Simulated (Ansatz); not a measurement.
Here is the system:

B₆As:
```cif
data_As6B36
_chemical_formula_sum 'B36 As6'
_space_group_name_H-M_alt 'R-3m :H'
_space_group_IT_number 166
_space_group_name_Hall '-R 3 2"'
_cell_length_a 6.12274
_cell_length_b 6.12274
_cell_length_c 11.84365
_cell_angle_alpha 90.000
_cell_angle_beta 90.000
_cell_angle_gamma 120.000
loop_
_atom_site_label
_atom_site_type_symbol
_atom_site_symmetry_multiplicity
_atom_site_Wyckoff_symbol
_atom_site_fract_x
_atom_site_fract_y
_atom_site_fract_z
_atom_site_occupancy
B1 B 18 h 0.20599 0.10300 0.11867 1
B2 B 18 h 0.15026 0.30053 0.02794 1
As1 As 6 c 0.00000 0.00000 0.39920 1
```
(The calculation used a cell of 14 atoms; values per cell refer to that cell.)

This is the PBEsol-relaxed structure.

Problem. All from plane-wave PAW PBEsol (Ansatz code), unless another level is named. Estimate the electron effective mass with spin–orbit coupling.

Solution. 0.17, 0.58, 0.92 mₑ (principal values).

Problem. What about the HSE06 gap on the PBEsol cell?

Solution. 3.43 eV.

Problem. What about the smallest direct gap on the standard path?

Solution. 2.65 eV.

Problem. Next, the band gap?

Solution. 2.62 eV (indirect).

Problem. Give the weight of the valence-edge state by species (Voronoi cells).

Solution. B 99 %.

The first step of the workflow began from a Materials Project structure, measured or hypothetical; the Crystallography Open Database copy checked does not list it. Whether it is the stable phase at ambient conditions was not checked. The PBEsol relaxation kept the symmetry of its start; phonons on a q-mesh show no instability. Spin–orbit coupling is left out wherever it is not named.

Potentials: the later of the program's two PAW sets.
